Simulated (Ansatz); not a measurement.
LuB2Os3: reading a single point

```
CELL_PARAMETERS angstrom
5.52544 0.00000 0.00000
-2.76272 4.78517 0.00000
0.00000 0.00000 3.10357
ATOMIC_POSITIONS crystal
B 0.33330 0.66670 0.00000
B 0.66660 0.33330 0.00000
Os 0.50000 0.00000 0.50000
Os 0.50000 0.50000 0.50000
Os 0.00000 0.50000 0.50000
Lu 0.00000 0.00000 0.00000
```

Method: r2SCAN, no spin polarisation; PAW, plane waves to 500 eV, 7×7×11 Γ-centred mesh, fermi-dirac occupations (width 0.1 eV) (Ansatz 0.2.0), atoms fixed.

Question: Is there a gap?

Answer: It is a metal, with about 3.5 states/eV a cell as the mean within 0.25 eV of the Fermi level, mostly Os d (83 %).

Question: Is it stable against the elements?

Answer: -0.35 eV an atom against the elements' usual phases (free molecules for gases, crystals otherwise, with no correction for O₂ or N₂), so it is bound against them; other compounds may still compete. Relaxing would lower it.

Question: Which element gives electrons and which takes them?

Answer: Bader charges in e: Lu +1.73, B -0.26, Os -0.41. In the mean Lu gives up most and Os takes most.

Question: What does the stress say?

Answer: The pressure is -10.6 GPa (compression positive), so with the atoms held at these fractions the cell would first shrink. The principal stresses -15.0, -8.4, -8.4 GPa differ, so its shape would change too.

Origin: a database entry at a rescaled volume. Caveats: atoms or cell far from equilibrium.
